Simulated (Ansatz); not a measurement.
**Electric field gradients in Be₅Ge**

All numbers below come from Ansatz, DFT PBEsol, scalar-relativistic, plane waves, PAW. Plane waves to 420 eV; Γ-centred k mesh 9×9×10; Fermi-Dirac smearing of 0.15 eV. No spin polarisation.

Equilibrium structure at this level:
```xyz
6
Lattice="4.4068 0.0000 0.0000 -2.2034 3.8164 0.0000 0.0000 0.0000 3.5953" Properties=species:S:1:pos:R:3 pbc="T T T"
Be    0.0000    2.5443    0.0000
Be    2.2034    1.2721    0.0000
Be    2.2034    0.0000    1.7977
Be    1.1017    1.9082    1.7977
Be   -1.1017    1.9082    1.7977
Ge    0.0000    0.0000    0.0000
```

The cell was built by swapping an element in a database structure (itself possibly hypothetical) and relaxing; it need not be the stable form of this composition. In a metal these results depend on the k mesh and the smearing.

Question: Give V_zz (10²¹ V/m²) and the asymmetry η at each distinct site.

Answer:
| atom | V_zz | η |
| --- | --- | --- |
| Be (atom 1) | -0.347 | 0.00 |
| Be (atom 3) | 0.440 | 0.33 |
| Ge (atom 6) | 1.05 | 0.00 |